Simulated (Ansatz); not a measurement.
## Relaxation of IrOs

Computed with DFT r2SCAN, scalar-relativistic, plane waves, PAW in Ansatz 0.2.0. Settings: 500 eV cutoff, 18×18×10 k-mesh, Gaussian smearing of 0.10 eV, no spin polarisation.

What was changed: relaxed at 25 GPa.

Spin–orbit coupling is left out, which can shift energies with elements as heavy as these.

Other phases may be more stable at this pressure.

Command:

```bash
ansatz run input.yaml --threads 1 --pin off --max-ram 1331MiB --backend cpu --events-out ev --progress --plain --runs-dir out
```

Input:

```yaml
crystal:
  lattice:
    - [2.6834982257, 0.0, 0.0]
    - [-1.3417491128, 2.3239776344, 0.0]
    - [0.0, 0.0, 4.2789460437]
  atoms:
    - { symbol: Os, position: [0.3333333333, 0.6666666667, 0.0] }
    - { symbol: Ir, position: [0.6666666667, 0.3333333333, 0.5] }
basis:
  ecutwfc: 500
kpoints:
  mp_grid: { grid: [18, 18, 10] }
hamiltonian:
  xc: r2scan
scf:
  occupations: { method: gaussian, width: 0.1 }
output:
  forces: true
  stress: true
  eigenvalues: true
relax:
  adjacent_minimum: "off"
  f_tol: 0.008
  max_steps: 50
  cell: { stress_tol: 0.08, p_target: 25.0 }
```

F is the free energy. Steps run on the plane waves of an earlier cell, but the last one, and at times one on the way, on a freshly chosen basis, so a repeated geometry can differ a little in energy. The relaxation lowers the enthalpy F + PV at the target pressure, so F itself can rise.

Steps:

```csv
step,F − F(1) (eV),largest force component (eV/Å),V (Å³/atom),P (GPa)
1,0.0000,0.000,13.343,25.69
2,-0.0162,0.000,13.395,23.61
3,-0.0054,0.000,13.360,25.00
4,-0.0055,0.000,13.360,25.01
```

Relaxed structure:

```
CELL_PARAMETERS angstrom
2.68367 0.00000 0.00000
-1.34183 2.32412 0.00000
0.00000 0.00000 4.28391
ATOMIC_POSITIONS crystal
Os 0.33333 0.66667 0.00000
Ir 0.66667 0.33333 0.50000
```

It takes space group P-6m2 (No. 187, hexagonal). Conventional cell: a = 2.684 Å, b = 2.684 Å, c = 4.284 Å, α = 90.00°, β = 90.00°, γ = 120.00°. Around Os (site symmetry -6m2) lie 6 Ir at 2.64 Å and 6 Os at 2.68 Å. Ir (site symmetry -6m2) is surrounded by 6 Os at 2.64 Å and 6 Ir at 2.68 Å.

The run converged. The run took roughly 90 core-seconds.